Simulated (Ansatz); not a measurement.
Values for one crystal, relaxed and computed with r²SCAN (plane waves, PAW; program Ansatz); other levels are named.

| Quantity | Result |
|---|---|
| Volume per atom | 13.48 Å³ |
| Electronic character | metallic (no gap) |
| Pressure derivative B′ | 5.3 |
| Density of states at the Fermi level | 0.38 states/eV per atom (mean over ±0.08 eV) |
| Gap with spin–orbit coupling | none (metallic) |
| Zone-centre stability | unstable, softest mode 58i cm⁻¹ |
| Bulk modulus (Birch–Murnaghan fit) | 168 GPa |

**Question.** Which of these materials gives this?
A. GdPd, Cmcm (Gd on 4c, Pd on 4c)
B. BiPd, NiAs type
C. Ca2GaCu2, Immm (Ca on 4j, Ga on 2a, Cu on 4h)
D. CuPd, Cmmm (Cu on 2a, Pd on 2c)

**Answer.** D, CuPd, Cmmm (Cu on 2a, Pd on 2c)

The first step of the workflow began from a Materials Project structure, measured or hypothetical; the Crystallography Open Database copy checked does not list it. COD files the formula under space group No. 221. With Cu and Pd taken as one species the cell has the higher symmetry Im-3m, so it may be an ordered model of a mixed-site phase. Whether it is the stable phase at ambient conditions was not checked. The r²SCAN relaxation kept the symmetry of its start. No spin polarisation was allowed. As this level gives no gap, phonon frequencies hold no LO–TO term and depend on the k-mesh and smearing (Fermi–Dirac, 0.1 eV here). Spin–orbit coupling is left out wherever it is not named.

Potentials: the later of the program's two PAW sets.
